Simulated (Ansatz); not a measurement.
The calculation used DFT PBE, scalar-relativistic, plane waves, PAW in Ansatz. Settings: cutoff 420 eV, Γ-centred meshes spaced at most about 0.3 Å⁻¹, and about 0.25 Å⁻¹ or finer for metals (2π included), Gaussian smearing. No spin polarisation in the final relaxations.

All energies are static (0 K, no zero-point motion).

Compare these two cells of Ga₂BSb₃, each relaxed at this level.

1.

```yaml
crystal:
  lattice:
    - [6.23261, 0.00000, 0.00000]
    - [-3.11630, 5.39760, 0.00000]
    - [0.00000, 0.00000, 4.86885]
  atoms:
    - { symbol: Ga, position: [0.33333, 0.66667, 0.50000] }
    - { symbol: Ga, position: [0.66667, 0.33333, 0.50000] }
    - { symbol: B, position: [0.00000, 0.00000, 0.50000] }
    - { symbol: Sb, position: [0.00000, 0.50000, 0.00000] }
    - { symbol: Sb, position: [0.50000, 0.00000, 0.00000] }
    - { symbol: Sb, position: [0.50000, 0.50000, 0.00000] }
```

2.

```yaml
crystal:
  lattice:
    - [9.47847, 0.00000, 0.00000]
    - [-4.73924, 8.20860, 0.00000]
    - [0.00000, 0.00000, 2.88516]
  atoms:
    - { symbol: Ga, position: [0.33333, 0.66667, 0.50000] }
    - { symbol: Ga, position: [0.66667, 0.33333, 0.50000] }
    - { symbol: B, position: [0.00000, 0.00000, 0.50000] }
    - { symbol: Sb, position: [0.50000, 0.00000, 0.50000] }
    - { symbol: Sb, position: [0.00000, 0.50000, 0.50000] }
    - { symbol: Sb, position: [0.50000, 0.50000, 0.50000] }
```

Question: Which is lower in energy, and by how much?

Answer: Cell 1 is lower, by 185 meV/atom. Cell 1 has space group P6/mmm (No. 191), 27.3 Å³/atom and no gap on its mesh; cell 2 has space group P6/mmm (No. 191), 37.4 Å³/atom and no gap. The shortest distance is 3.03 Å (Ga–Sb) in cell 1 and 2.74 Å (Ga–Sb) in cell 2. Cell 2 holds Sb–Sb chains (shortest 2.89 Å); in cell 1 the shortest Sb–Sb distance is 3.12 Å, near bonding range too. The denser one is the lower, and pressure would at first widen the difference. Even the lower one lies +1.00 eV/atom against the reference forms of the elements (uncorrected), so neither is stable at this level. In cell 1, Ga has 6 Sb at 3.03 Å, 3 B at 3.60 Å and 3 Ga at 3.60 Å; B has 6 Ga at 3.60 Å and 12 Sb at 3.95 Å (long contacts); around Sb lie 4 Ga at 3.03 Å, 4 Sb at 3.12 Å and 4 B at 3.95 Å. In cell 2, Ga has 3 Sb at 2.74 Å and 2 Ga at 2.89 Å; B is surrounded by 2 B at 2.89 Å (long contacts); Sb is surrounded by 2 Ga at 2.74 Å and 2 Sb at 2.89 Å. Both come from invented guesses. A third cell relaxed alike, in P4/mmm, lies 0.45 eV/atom below the lower of the two.

These runs have no spin–orbit coupling, which can matter for Sb. A magnetic state wasn't ruled out in cells without spin, among them P6/mmm at 37.4 Å³/atom. Cells relaxed within their symmetry can be saddle points.
